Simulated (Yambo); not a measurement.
One stored BSE kernel of dimension 1944 for BaTiO₃ (space group Amm2, No. 38) (Yambo, PBEsol bands; 6×6×6 mesh, 3 valence and 3 conduction bands, static screening with 44 bands and a 3 Ry block, scissor 1.64 eV, Tamm-Dancoff; broadening 0.15 eV; field along x), solved in several ways.

```tsv
solver	iterations	largest change of Im ε (% of its maximum)	rough time
Haydock, threshold 2 %	4	71	within a factor of two
Haydock, threshold 0.5 %	9	17	within a factor of two
Haydock, threshold 0.1 %	16	3.2	within a factor of two
Haydock, threshold 0.005 %	25	0.4	1
SLEPc, lowest 10 states	–	no full spectrum	within a factor of two
SLEPc, lowest 60 states	–	no full spectrum	within a factor of two
full diagonalisation	–	reference	about 5×
```

Haydock gives the spectrum without eigenstates, SLEPc the lowest states alone, full diagonalisation everything at a cost that grows as the cube of the dimension. Times include reading the kernel. Times are rough ratios from shared machines. Mesh and scissor weren't tested; the rows compare only with each other.

Geometry of the Materials Project entry, not relaxed at this level; primitive cell a = 3.9833 Å, b = 4.0573 Å, c = 4.0573 Å, α = 89.75°, β = 90.00°, γ = 90.00°.

This is not the ordinary phase of the substance.
